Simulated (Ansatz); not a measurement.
Ansatz (a program for electronic structure) input:

Ansatz 0.2 input:
```yaml
crystal:
  lattice:
    - [2.8204776064, 1.6284035053, 4.2064316016]
    - [-2.8204776064, 1.6284035053, 4.2064316016]
    - [0.0, -3.2568070106, 4.2064316016]
  atoms:
    - { symbol: B, position: [0.3161241575, 0.809436987, 0.809436987] }
    - { symbol: B, position: [0.6838758425, 0.190563013, 0.190563013] }
    - { symbol: B, position: [0.809436987, 0.3161241575, 0.809436987] }
    - { symbol: B, position: [0.190563013, 0.6838758425, 0.190563013] }
    - { symbol: B, position: [0.809436987, 0.809436987, 0.3161241575] }
    - { symbol: B, position: [0.190563013, 0.190563013, 0.6838758425] }
    - { symbol: B, position: [0.6727663765, 0.9936806232, 0.9936806232] }
    - { symbol: B, position: [0.3272336235, 0.0063193768, 0.0063193768] }
    - { symbol: B, position: [0.9936806232, 0.6727663765, 0.9936806232] }
    - { symbol: B, position: [0.0063193768, 0.3272336235, 0.0063193768] }
    - { symbol: B, position: [0.9936806232, 0.9936806232, 0.6727663765] }
    - { symbol: B, position: [0.0063193768, 0.0063193768, 0.3272336235] }
    - { symbol: C, position: [0.6348025748, 0.6348025748, 0.6348025748] }
    - { symbol: C, position: [0.3651974252, 0.3651974252, 0.3651974252] }
    - { symbol: Si, position: [0.5, 0.5, 0.5] }
kpoints:
  mp_grid: { grid: [6, 6, 6] }
hamiltonian:
  xc: r2scan
  pseudopotentials: { azcp: { folder: ./paw }, kind: paw }
scf:
  occupations: { method: fixed }
elastic: { mode: relaxed_ion, stencil: two_point, amplitude: 0.005, f_tol: 0.0005 }
```

Output (shortened):

```
Pseudopotentials: kind: paw
Pseudopotential: B, paw, valence charge 3
Pseudopotential: C, paw, valence charge 4
Pseudopotential: Si, paw, valence charge 4
Functional definition: r2SCAN
Crystal: 15 atoms, lattice volume = 115.918 Å³
Basis set: ecut = 500 eV, 2961 PW (Γ), exchange–correlation on 160×160×160 points (64 copies of the dense FFT grid, shifted against one another)
Bands: 39, of which v1, the nominal top of the filled ones, is band 24 counted from 1 (23 counted from 0)
Symmetry: 12 space group operations
Space group: R-3m (ITA 166), of the structure as read, at distance tolerance 4.9e-5 Å
k-points: 32 of 216
PAW frozen core: B, regenerated for the run's functional
PAW frozen core: C, regenerated for the run's functional
PAW frozen core: Si, regenerated for the run's functional
Initial density: superposition of atomic densities (chi_scale 0.1, normalization cell, long waves kept (reshape's long-wave potential 0.04 eV rms))
Initial wavefunctions: pseudopotential atomic-orbital guess
Eigensolver: davidson
Functional: x = r2scan, c = r2scan; τ floored in thin density (d = 2e-4 eV/Å³)
all-band conjugate gradients solve this SCF's bands
SCF 1 converged in 12 iterations: F = -3021.341895 eV  dr2 = 1.82e-14
relax step   1: F+E_penalty+E_count = -3021.34189455 eV  Δ(F+E_penalty+E_count) = +0.000e0 eV  max|allowed force component| = 1.809e-3 eV/Å  Δτ_max = 0.0000 Å  (12 SCF iters, accepted)
Crystal: 15 atoms, lattice volume = 115.918 Å³
Initial density: handed on by an earlier stage of this run
Initial wavefunctions: pseudopotential atomic-orbital guess (no wavefunctions were taken with the density)
SCF 2 converged in 7 iterations: F = -3021.341895 eV  dr2 = 1.44e-14
relax step   2: F+E_penalty+E_count = -3021.34189499 eV  Δ(F+E_penalty+E_count) = -4.352e-7 eV  max|allowed force component| = 9.903e-4 eV/Å  Δτ_max = 0.0000 Å  (7 SCF iters, accepted)
density extrapolation: transplant  |δρ|_rms = 7.483e-2 e/Å³  SAD shift = 1.441e-5 e/Å³
Crystal: 15 atoms, lattice volume = 115.918 Å³
Initial wavefunctions: those handed on with the density
SCF 3 converged in 6 iterations: F = -3021.341895 eV  dr2 = 1.32e-14
relax step   3: F+E_penalty+E_count = -3021.34189518 eV  Δ(F+E_penalty+E_count) = -1.867e-7 eV  max|allowed force component| = 4.751e-5 eV/Å  Δτ_max = 0.0000 Å  (6 SCF iters, accepted)
[...]
SCF 33 converged in 9 iterations: F = -3021.340795 eV  dr2 = 1.36e-14
relax step   2: F+E_penalty+E_count = -3021.34079482 eV  Δ(F+E_penalty+E_count) = -5.953e-4 eV  max|allowed force component| = 5.643e-3 eV/Å  Δτ_max = 0.0036 Å  (9 SCF iters, accepted)
density extrapolation: transplant  |δρ|_rms = 7.482e-2 e/Å³  SAD shift = 5.629e-5 e/Å³
Crystal: 15 atoms, lattice volume = 115.917 Å³
SCF 34 converged in 7 iterations: F = -3021.340797 eV  dr2 = 2.11e-14
relax step   3: F+E_penalty+E_count = -3021.34079673 eV  Δ(F+E_penalty+E_count) = -1.911e-6 eV  max|allowed force component| = 1.700e-3 eV/Å  Δτ_max = 0.0003 Å  (7 SCF iters, accepted)
density extrapolation: transplant  |δρ|_rms = 7.482e-2 e/Å³  SAD shift = 1.839e-5 e/Å³
Crystal: 15 atoms, lattice volume = 115.917 Å³
SCF 35 converged in 6 iterations: F = -3021.340797 eV  dr2 = 9.91e-14
relax step   4: F+E_penalty+E_count = -3021.34079696 eV  Δ(F+E_penalty+E_count) = -2.207e-7 eV  max|allowed force component| = 4.846e-4 eV/Å  Δτ_max = 0.0001 Å  (6 SCF iters, accepted)
Crystal: 15 atoms, lattice volume = 115.917 Å³
SCF 36 converged in 2 iterations: F = -3021.340797 eV  dr2 = 2.77e-14
SCF converged after 2 iterations
Stability not checked: this state was not tested for a lower state beside it, because too few of the mixer's solves of this state at the end of the SCF gave a …
Free energy (F): -3021.341895 eV
Harris-Foulkes:  -3021.341895 eV  (|F-HF|=4.55e-13)
Internal energy: -3021.341895 eV  (E = F + TS)
E sigma→0 (E₀):  -3021.341895 eV
Fermi energy:    9.016697 eV
--- Per-component energies (eV) ---
  E_band       = 102.856164
  E_kinetic    = 819.718389
  E_local      = -532.364995  (includes V_loc(G=0)·N_el)
  E_nonlocal   = 160.055026
  E_hartree    = 177.711183
  E_xc         = -532.983707
  E_vxc        = -683.925155  (∫ρ·V_xc dr)
  E_paw        = -1676.756146  (= ΣΔE_a)
  E_vpaw       = -48.933812  (= ΣTr[D̂ρ^β])
  E_aug_tail   = 0.000024  (compensation charges beyond the density's cutoff)
  E_vtau       = 32.884321  (kinetic-family band-sum trace: ∫τ·v_τ [+ j·A + Jᵃ·Aᵃ] dr)
  E_ewald      = -1436.374383
  E_core_change = -0.347288  (= ΣΔE_core)
  E_smearing   =  0.000000  (= −TS)
  E_closure    = 0.000000  (closes the sum)
  Σ components = -3021.341895   (vs F -3021.341895, Δ=0.00e0)
--- Forces (eV/Å), atoms counted from 1 ---
  atom   1  B     -0.00000505    -0.00000292    -0.00004753
  atom   2  B      0.00000505     0.00000292     0.00004753
  atom   3  B      0.00000505    -0.00000292    -0.00004753
  atom   4  B     -0.00000505     0.00000292     0.00004753
  atom   5  B      0.00000000     0.00000584    -0.00004753
  atom   6  B      0.00000000    -0.00000584     0.00004753
  atom   7  B     -0.00000702    -0.00000405    -0.00000239
  atom   8  B      0.00000702     0.00000405     0.00000239
  atom   9  B      0.00000702    -0.00000405    -0.00000239
  atom  10  B     -0.00000702     0.00000405     0.00000239
  atom  11  B      0.00000000     0.00000811    -0.00000239
  atom  12  B      0.00000000    -0.00000811     0.00000239
  atom  13  C      0.00000000     0.00000000    -0.00000952
  atom  14  C      0.00000000     0.00000000     0.00000952
  atom  15  Si     0.00000000     0.00000000     0.00000000
  max |Σ_I F_I| component: 1.79e-17 eV/Å
--- Stress (GPa, compression-positive) ---
       -0.008019       0.000000       0.000000
        0.000000      -0.008019       0.000000
        0.000000       0.000000      -0.002761
  P = ⅓ Tr σ = -0.0063 GPa (-0.063 kbar)
  The stress holds the Pulay correction. Without it, at fixed plane waves, as pw.x and ABINIT print it: P = -0.0269 GPa
  The stress includes an estimate of the error left by incomplete SCF convergence (largest component  0.0000 GPa …
--- Band table (eV; the first three rows and the last of 32) ---
  k-point 0: bands = ["-8.1311", "-4.8500", "-4.8117", "-2.3359", "-2.3359", "-1.6921", "-0.0748", "-0.0748", "0.6245", "1.1525", "1.1525", "2.4758", "2.7489", "2.7489", "2.8058", "5.2806", "5.2806", "6.2066", "6.6634", "7.4129", "7.4129", "7.7970", "7.8921", …
  k-point 1: bands = ["-7.9897", "-5.2379", "-4.8607", "-2.4052", "-2.1951", "-1.8981", "0.2219", "0.3048", "0.7573", "0.7735", "1.2124", "1.9343", "3.2655", "3.3636", "3.5544", "4.6564", "5.2586", "6.1439", "6.6498", "6.8851", "7.1796", "7.4402", "7.9265", …
  k-point 2: bands = ["-7.5754", "-6.0540", "-4.9544", "-2.5142", "-2.2407", "-1.8128", "0.2236", "0.2267", "0.9769", "1.0148", "2.0153", "2.6401", "2.7057", "3.4907", "4.6045", "5.1396", "5.3428", "5.4803", "6.0343", "6.1865", "7.1943", "7.2855", "7.6240", …
  k-point 31: bands = ["-7.2608", "-6.2548", "-4.3714", "-3.3337", "-2.5186", "-2.5186", "-0.7728", "-0.7728", "1.8595", "2.4407", "2.4407", "2.7774", "3.9715", "3.9715", "5.0359", "5.0359", "5.3914", "5.7828", "6.9232", "6.9232", "7.0447", "7.2563", …
  band table: 39 of 39 bands, residual norms ≤ 1.0e-3 eV
--- Elastic constants: 3 strain directions × 2 members + reference (group order 12) ---
  dense FFT box of the reference and of every strained cell: 40×40×40
  strains applied: 11, 33, 23; error gains …
  reference relaxed by the batch: 3 steps …
  largest displacement 5.9e-5 Å; the constants are those of the deck's cell at these positions:
  atoms:
    - { symbol: B, position: [0.3161152175869849, 0.8094398056016916, 0.8094398056016917] }
    - { symbol: B, position: [0.6838847824130152, 0.1905601943983084, 0.19056019439830835] }
    - { symbol: B, position: [0.8094398056016916, 0.3161152175869849, 0.8094398056016917] }
    - { symbol: B, position: [0.1905601943983084, 0.6838847824130152, 0.19056019439830835] }
    - { symbol: B, position: [0.8094398056016917, 0.8094398056016917, 0.31611521758698485] }
    - { symbol: B, position: [0.19056019439830837, 0.19056019439830837, 0.6838847824130152] }
    - { symbol: B, position: [0.6727788106115088, 0.9936786418715338, 0.9936786418715338] }
    - { symbol: B, position: [0.32722118938849115, 0.006321358128466167, 0.0063213581284661535] }
    - { symbol: B, position: [0.9936786418715338, 0.6727788106115088, 0.9936786418715338] }
    - { symbol: B, position: [0.006321358128466167, 0.32722118938849115, 0.0063213581284661535] }
    - { symbol: B, position: [0.993678641871534, 0.993678641871534, 0.672778810611509] }
    - { symbol: B, position: [0.006321358128466195, 0.006321358128466195, 0.32722118938849115] }
    - { symbol: C, position: [0.6348058817451107, 0.6348058817451107, 0.6348058817451107] }
    - { symbol: C, position: [0.36519411825488945, 0.36519411825488945, 0.36519411825488945] }
    - { symbol: Si, position: [0.5, 0.5, 0.5] }
  C = ∂σ_k/∂η_j (tension-positive GPa; Voigt order 11 22 33 23 13 12):
       518.256    124.175     62.091     48.775      0.000      0.000
       124.175    518.256     62.091    -48.775      0.000      0.000
        62.100     62.100    478.305      0.000      0.000      0.000
        48.813    -48.813      0.000    121.490      0.000      0.000
         0.000      0.000      0.000      0.000    121.490     48.813
         0.000      0.000      0.000      0.000     48.775    197.040
  reference stress σ⁰ (GPa):      0.008      0.008      0.003      0.000      0.000      0.000
  moduli (Voigt/Reuss/Hill, GPa): K = 223.51/221.79/222.65   G = 172.43/146.94/159.69   E = 386.63   ν = 0.211
  mechanically stable: yes (min eigenvalue of sym C = 97.56 GPa)
  strain η (Voigt 11):  stress-route row diagonal C_11 = 518.26 GPa, energy-path curvature d²(F+E_count+ΔE)/dδ²/Ω₀ = 518.27 GPa
         δ    σ_11 (GPa)             F (eV)   n_scf  n_hpsi   n_pw
    -5.000e-3      -2.6044       -3021.3372151       2   18537   2950   relax 5 steps, max|allowed force component| 3.56e-5 eV/Å
     5.000e-3       2.5781       -3021.3372033       2   18510   2978   relax 4 steps, max|allowed force component| 1.34e-4 eV/Å
  strain η (Voigt 33):  stress-route row diagonal C_33 = 478.30 GPa, energy-path curvature d²(F+E_count+ΔE)/dδ²/Ω₀ = 478.29 GPa
         δ    σ_33 (GPa)             F (eV)   n_scf  n_hpsi   n_pw
    -5.000e-3      -2.4172       -3021.3375453       2    8699   2951   relax 4 steps, max|allowed force component| 3.38e-4 eV/Å
     5.000e-3       2.3658       -3021.3375903       2    8689   2974   relax 3 steps, max|allowed force component| 3.69e-4 eV/Å
  strain η (Voigt 23):  stress-route row diagonal C_44 = 121.49 GPa, energy-path curvature d²(F+E_count+ΔE)/dδ²/Ω₀ = 121.48 GPa
         δ    σ_23 (GPa)             F (eV)   n_scf  n_hpsi   n_pw
    -5.000e-3      -0.6080       -3021.3407956       2   18490   2961   relax 5 steps, max|allowed force component| 1.51e-4 eV/Å
     5.000e-3       0.6069       -3021.3407970       2   18528   2963   relax 4 steps, max|allowed force component| 4.85e-4 eV/Å
```

Cost: very roughly 26 core-minutes on shared cores.

The start of the workflow was typed in or built on a structure type; neither database checked (COD, Materials Project) lists it. Whether it is the stable phase at ambient conditions was not checked. The cell was relaxed with r²SCAN under the symmetry of its start; its stability against distortions is not shown here.

Potentials: the earlier of the program's two PAW sets.

Ansatz is a plane-wave DFT program.
